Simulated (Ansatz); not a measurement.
In plane-wave PAW PBEsol (Ansatz code), FeBiO3 in the trigonal phase (R3c; Bi on 6a, Fe on 6a, O on 18b) relaxes to a = 5.544 Å, c = 13.647 Å. Fe has 6 nearest neighbours from 1.93 Å (octahedral). Its formation energy from the elements is -1.24 eV/atom, with no fitted shifts.

The Kohn–Sham gap is 0.85 eV (smallest direct gap 0.86 eV). The valence maximum lies on the Γ–T line, 79 % of the way from Γ and the conduction minimum at T. The electron mass is 3.8 mₑ (isotropic). The magnetic state found is antiferromagnetic.

An equation-of-state fit gives a bulk modulus of 105 GPa. The elastic constants imply a Debye temperature near 303 K. Perturbation theory gives ε∞ = 14.5 (xx = yy), 11.9 (zz). Born charges are Bi +4.84, Fe +4.17, O -3.00 e.

The measured cell (COD 4501315, doi:10.1021/cg201068m; 296 K, pressure taken as ambient) has 12.36 Å³ per atom; the computed volume differs by -2.1 %, which includes thermal expansion and zero-point motion.

Symmetry was held in the PBEsol relaxation, as lowered by the spin order. Magnetic state: antiferromagnetic, chosen from 2 collinear starts compared on coarse meshes (ties went to the first, and starts can fall back to one state), not a proven ground state. Textbook magnetic order: antiferromagnetic. No Hubbard U is applied. Point labels and valley counts follow the cell and symmetry of the run, lower than the named group. The references are the lowest solids computed at this level, not always the standard phases (solids in place of the gases). Scalar-relativistic: spin–orbit coupling is off unless named, which matters more the heavier the elements.

Potentials: the later of the program's two PAW sets.
